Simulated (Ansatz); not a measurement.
With plane-wave PAW LDA (Ansatz code), Ge$_{3}$N$_{4}$ in the cubic phase (Fd-3m; Ge on 16c, Ge on 8b, N on 32e) relaxes to a = 8.165 Å. Ge on 16c has 6 nearest neighbours from 1.98 Å (octahedral); Ge on 8b has 4 nearest neighbours from 1.88 Å (tetrahedral). Against the elements it lies at -0.26 eV/atom, with no fitted shifts.

The Kohn–Sham gap is 2.15 eV (smallest direct gap 2.17 eV). The valence maximum lies on the K–Γ line, 25 % of the way from K and the conduction minimum at Γ. The hole mass is 0.39, 2.5, 3.2 mₑ (principal values).

An equation-of-state fit gives a bulk modulus of 248 GPa. The relaxed-ion elastic constants in GPa are C11 = 403, C12 = 171, C44 = 235. The elastic constants imply a Debye temperature near 794 K. The phonon dispersion is stable (no imaginary branch). Without the LO–TO term the highest mode at Γ lies at 105.0 meV.

The cell was relaxed with LDA under the symmetry of its start. The references are the lowest solids computed at this level, not always the standard phases (solids in place of the gases). Scalar-relativistic: spin–orbit coupling is off unless named, which matters more the heavier the elements.

Potentials: the later of the program's two PAW sets.
